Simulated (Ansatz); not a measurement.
Ag3O:
```
CELL_PARAMETERS angstrom
      5.32185     0.00000     0.00000
     -2.66092     4.60886     0.00000
      0.00000     0.00000     4.97124
ATOMIC_POSITIONS crystal
  O  0.33333 0.66667 0.50000
  O  0.66667 0.33333 0.50000
  Ag 0.31117 0.00000 0.22057
  Ag 0.00000 0.31117 0.22057
  Ag 0.68883 0.68883 0.22057
  Ag 0.00000 0.68883 0.77943
  Ag 0.68883 0.00000 0.77943
  Ag 0.31117 0.31117 0.77943
```

Relaxed with r²SCAN. Special points in fractions of this cell's reciprocal vectors: Γ (0.000, 0.000, 0.000); M (0.500, 0.000, 0.000); K (0.333, 0.333, 0.000); A (0.000, 0.000, 0.500); L (0.500, 0.000, 0.500); H (0.333, 0.333, 0.500); H2 (0.333, 0.333, -0.500).

Question: List the band energies nearest the Fermi level at these points for r²SCAN in the plane-wave PAW code Ansatz.

Answer: In eV from the Fermi level; about four levels below and three above (degenerate sets whole), none deeper than 8.9 eV; points with the same levels are listed once.

| k | below | above |
|---|---|---|
| Γ | -1.70 -1.70 -0.78 -0.78 | 0.12 2.07 4.63 4.63 |
| M | -1.21 -0.99 -0.36 -0.23 | 2.26 3.45 5.20 |
| K | -1.35 -1.35 -0.98 -0.44 | 0.56 0.56 4.66 |
| A | -1.20 -1.20 -0.79 -0.45 | 0.12 4.53 4.53 |
| L | -2.26 -0.76 -0.56 -0.53 | 1.91 1.95 3.12 |
| H | -2.53 -2.53 -1.47 -1.30 -1.30 | 0.07 2.10 2.10 |

Space group P-31m. The workflow started from an entry of the Crystallography Open Database (COD). Its standing as an ambient phase is unchecked. Symmetry was held in the r²SCAN relaxation; whether a distortion lowers the energy is not shown. The run is not spin-polarised. Spin–orbit coupling is left out wherever it is not named.

Potentials: the later of the program's two PAW sets.
